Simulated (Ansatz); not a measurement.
**Mg3Si2N: from a guess to a relaxed structure**

All numbers below come from Ansatz 0.2.0, DFT PBE, scalar-relativistic, plane waves, PAW. Cutoff 420 eV, Gaussian smearing, Γ-centred meshes. Cell and atoms relax first on a coarse mesh and then on a finer one. In between, the cell is made exact in the group found at 0.06 Å. In metals the finer mesh still leaves noise of several meV/atom or more. The steps can't lower the symmetry of their start. No spin polarisation in the relaxation; trial moments died out in a coarse test.

The guess for Mg3Si2N was made by a generator: random cell by space group and Wyckoff sites (P6/mmm, No. 191). Lengths were set from tabulated atomic sizes, so they are only a guess.

```cif
data_structure
_symmetry_space_group_name_H-M 'P6/mmm'
_symmetry_Int_Tables_number 191
_cell_length_a 4.1703
_cell_length_b 4.1703
_cell_length_c 6.4379
_cell_angle_alpha 90.000
_cell_angle_beta 90.000
_cell_angle_gamma 120.000
_cell_volume 96.97
loop_
_atom_site_label
_atom_site_type_symbol
_atom_site_symmetry_multiplicity
_atom_site_Wyckoff_symbol
_atom_site_fract_x
_atom_site_fract_y
_atom_site_fract_z
_atom_site_occupancy
Mg1 Mg 1 a 0.00000 0.00000 0.00000 1
Mg2 Mg 2 d 0.33333 0.66667 0.50000 1
Si1 Si 2 c 0.33333 0.66667 0.00000 1
N1 N 1 b 0.00000 0.00000 0.50000 1
```

The zero of energy is the elements' standard structures at the same level (N₂ as a molecule); no fitted shifts are applied.

**Question.** Which structure results?

**Answer.** The symmetry stays P6/mmm (No. 191). The volume per atom grows by 1.6 %, from 16.2 to 16.4 Å³. The shortest distance goes from 2.41 Å (Mg–N, Mg–Si and Mg–Mg) to 2.63 Å (Mg–N and Mg–Si). The ratio c/a of the conventional cell changes by a factor of 0.73. The energy falls by about 0.32 eV/atom (the start's value is from the coarse mesh). Conventional cell: a = 4.648 Å, c = 5.264 Å. Around Mg on a site of symmetry 6/mmm lie 2 N at 2.63 Å and 6 Si at 2.68 Å; Mg on a site of symmetry -6m2 is surrounded by 2 Si at 2.63 Å, 3 N at 2.68 Å and 3 Mg at 2.68 Å; around Si lie 5 Mg at 2.63–2.68 Å and 3 Si at 2.68 Å; around N lie 8 Mg at 2.63–2.68 Å.

```cif
data_structure
_symmetry_space_group_name_H-M 'P6/mmm'
_symmetry_Int_Tables_number 191
_cell_length_a 4.6479
_cell_length_b 4.6479
_cell_length_c 5.2639
_cell_angle_alpha 90.000
_cell_angle_beta 90.000
_cell_angle_gamma 120.000
_cell_volume 98.48
loop_
_atom_site_label
_atom_site_type_symbol
_atom_site_symmetry_multiplicity
_atom_site_Wyckoff_symbol
_atom_site_fract_x
_atom_site_fract_y
_atom_site_fract_z
_atom_site_occupancy
Mg1 Mg 1 a 0.00000 0.00000 0.00000 1
Mg2 Mg 2 d 0.33333 0.66667 0.50000 1
Si1 Si 2 c 0.33333 0.66667 0.00000 1
N1 N 1 b 0.00000 0.00000 0.50000 1
```

**Question.** How does it come out in energy, and is it a metal?

**Answer.**

| Quantity | Value |
| --- | --- |
| Energy over the elements | +0.50 eV/atom |
| Gap on the 12×12×8 mesh of the 6-atom cell | 0 eV (a metal) |

It can't be a ground state, since the elements alone are lower.

The last run used Gaussian smearing of 0.10 eV. Symmetry constrained the relaxation, so the result can be a saddle point. Another cell of Mg3Si2N relaxed alike, in P4/mmm, lies 0.42 eV/atom lower, so this cell isn't the stable form at this level.
